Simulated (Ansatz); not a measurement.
# Infrared modes and screening in TlSnCl3 (cubic perovskite)

Perturbation theory with PBEsol in Ansatz 0.2.0 on the PBEsol cell, ground state and force constants on a 4×4×4 mesh. The cell comes from a prototype generator: it can be a known phase or a hypothetical one. Spin polarisation is off.

Space group Pm-3m (No. 221), cubic; a = 5.469 Å in the conventional setting, 32.72 Å³ an atom. Tl is surrounded by 12 Cl at 3.87 Å; Sn is surrounded by 6 Cl at 2.73 Å; Cl is surrounded by 2 Sn at 2.73 Å and 4 Tl at 3.87 Å.

Space group Pm-3m (No. 221). a = 5.469 Å, b = 5.469 Å, c = 5.469 Å, α = 90.00°, β = 90.00°, γ = 90.00°

| atom | site | symmetry | x | y | z |
| --- | --- | --- | --- | --- | --- |
| Tl | 1a | m-3m | 0.0000 | 0.0000 | 0.0000 |
| Sn | 1b | m-3m | 0.5000 | 0.5000 | 0.5000 |
| Cl | 3c | 4/mm.m | 0.5000 | 0.5000 | 0.0000 |

Optical modes without the longitudinal term (negative means imaginary):

| ω (cm⁻¹) | degeneracy | IR intensity, summed over the level ((D/Å)²/amu) |
| --- | --- | --- |
| -83 | 3 | 1.87 |
| -51 | 3 | 0.00 |
| -23 | 3 | 8.95 |
| 88 | 3 | 50.82 |

3 optical levels at Γ are imaginary (83i, 51i, 23i cm⁻¹, printed negative). The program warns that the force constants, and all that is formed from them, aren't settled on this k mesh, so whether the cell is unstable needs a finer one. Of the real levels 1 is infrared active, the strongest at 88 cm⁻¹.

The clamped-ion dielectric constant comes out as 6.76 in all directions. Born charges, averaged over directions: Tl +1.69, Sn +4.64, Cl -2.11 e.

For comparison, on the r2SCAN cell the mean ε∞ is 5.87 with PBE (ground state on 4×4×4; least gap 0.64 eV), 5.46 with r2SCAN (ground state on 4×4×4; least gap 0.73 eV).

Spin-orbit coupling is left out; in compounds of Pb, Bi, Tl or Hg it can lower a gap by up to about 1 eV, split its edges or invert the bands.
